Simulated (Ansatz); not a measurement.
# Magnetic order of RbNiCl₃ at several levels

```
Rb Ni Cl
1.0
     6.95500    0.00000    0.00000
    -3.47750    6.02321    0.00000
     0.00000    0.00000    5.90600
Rb Ni Cl
2 2 6
Direct
  0.33333 0.66667 0.75000
  0.66667 0.33333 0.25000
  0.00000 0.00000 0.00000
  0.00000 0.00000 0.50000
  0.15660 0.84340 0.25000
  0.31320 0.15660 0.75000
  0.15660 0.31320 0.25000
  0.84340 0.15660 0.75000
  0.68680 0.84340 0.25000
  0.84340 0.68680 0.75000
```

The same starts (parallel, antiparallel patterns that fit this cell, and no moments) were run with plane-wave PAW DFT (Ansatz 0.2.0; atoms fixed, collinear spin, no spin-orbit coupling; 5×5×5 Γ-centred mesh, fermi-dirac occupations of width 0.050 eV) at these levels: r2SCAN, 500 eV; r2SCAN with U_eff = 2.5 eV on Ni d (all-electron-ortho-atomic projectors), 500 eV.

Problem. How do order, exchange and moments depend on the level?

Solution. The runs give, at zero smearing:

```csv
level,lowest state,mean moment on Ni (μB),parallel less best compensated antiparallel (meV per Ni),gain over no moments (meV per Ni)
r2SCAN,"antiparallel, compensated",1.59,+5,1397
r2SCAN + U,"antiparallel, compensated",1.67,+4,2127
```

Site moments are taken in small spheres that don't touch (radius about 0.4 of the atom's shortest bond), so those of the magnetic atoms read low. The two orders aren't resolved at any level: the difference runs from +4 to +5 meV per Ni.

The cell is that of a Crystallography Open Database entry, unchanged.

Caveats: only orders that fit this cell were tried, so the true order may need a larger cell or canted moments; atoms and cell are held at the entry's values; differences under about 5 meV per magnetic atom weren't tested against a denser mesh or another U, and are taken as unresolved; the U is a value in common use, not computed for this crystal; the state without moments isn't the paramagnet, so the last column is no ordering energy, and a U inflates it.
